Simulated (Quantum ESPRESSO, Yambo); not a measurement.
For K₂TiF₆ (space group P-3m1, No. 164), Yambo gives the independent-particle static dielectric constant along x as 2.71 on PBEsol bands and 2.2 after a scissor of 4.53 eV widens every gap (3×3×4 mesh, 111 bands, 3 Ry local-field block, 0.2 eV broadening). Axes are Cartesian, with cell vectors (Å) (5.69, 0.00, 0.00), (-2.84, 4.92, 0.00), (0.00, 0.00, 4.59).

A scissor keeps the position matrix elements. In a one-oscillator model, how does ε − 1 scale, and what mean transition energy do the two values imply?

Each transition adds |r|²/E to ε − 1, so ε − 1 ∝ 1/(E0 + Δ). Then (2.2 − 1)/(2.71 − 1) = E0/(E0 + Δ) = 0.702, and E0 = Δ(ε' − 1)/(ε − ε') = 10.7 eV. The computed Im ε, weighted by 1/E up to 20 eV, has its mean at 9.5 eV; the smallest direct PBEsol gap is 4.98 eV. The scissor comes from a G0W0 run whose convergence isn't established. Convergence of the RPA response with its 3×3×4 mesh was not tested.

Bands from Quantum ESPRESSO.

Geometry of the Materials Project entry, not relaxed at this level; primitive cell a = 5.685 Å, b = 5.685 Å, c = 4.590 Å, α = 90.00°, β = 90.00°, γ = 120.00°.
